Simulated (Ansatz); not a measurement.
ZnS (zinc blende)

```
CELL_PARAMETERS angstrom
      0.00000     2.72172     2.72172
      2.72172     0.00000     2.72172
      2.72172     2.72172     0.00000
ATOMIC_POSITIONS crystal
  S  0.75000 0.75000 0.75000
  Zn 0.00000 0.00000 0.00000
```

E(V) scan at fixed shape, V₀ the volume above. Symmetry pins the atoms to their sites.

Calculation: PBE (plane waves to 420 eV, PAW, scalar-relativistic; Ansatz, an electronic-structure program). k mesh 10×10×10 (Γ-centred), Fermi-Dirac smearing 0.05 eV. Compression counts positive. ZnS was relaxed with its symmetry unable to fall.

At one point of the scan the stress tensor (GPa) is:

```
    4.3      0.0      0.0
    0.0      4.3      0.0
    0.0      0.0      4.3
```

Which point is it?
A. V/V₀ = 0.947
B. V/V₀ = 0.920
C. V/V₀ = 0.973
D. V/V₀ = 0.893

A, V/V₀ = 0.947

(A scan under strain: stresses follow from slopes of the energy per volume, elastic moduli from its curvatures.)
